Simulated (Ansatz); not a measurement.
Input:

TiO2:
```xyz
6
Lattice="4.5912 0.0000 0.0000 0.0000 4.5912 0.0000 0.0000 0.0000 2.9391" Properties=species:S:1:pos:R:3 pbc="T T T"
Ti     0.0000     0.0000     0.0000
Ti     2.2956     2.2956     1.4695
O      1.3977     1.3977     0.0000
O      3.6933     0.8978     1.4695
O      0.8978     3.6933     1.4695
O      3.1934     3.1934     0.0000
```

This is the PBEsol-relaxed structure. x, y and z are the axes in which the lattice vectors are written.

**Question.** All from plane-wave PAW PBEsol (Ansatz code), unless another level is named. Predict the bulk modulus (Birch–Murnaghan fit).

**Answer.** 220 GPa.

**Question.** What about the elastic constants (relaxed ions, GPa)?

**Answer.** C11 = 278, C12 = 195, C13 = 162, C33 = 500, C44 = 120, C66 = 229.

Space group P4_2/mnm (rutile). The cell was relaxed with PBEsol under the symmetry of its start. No spin polarisation was allowed.

Potentials: the later of the program's two PAW sets.
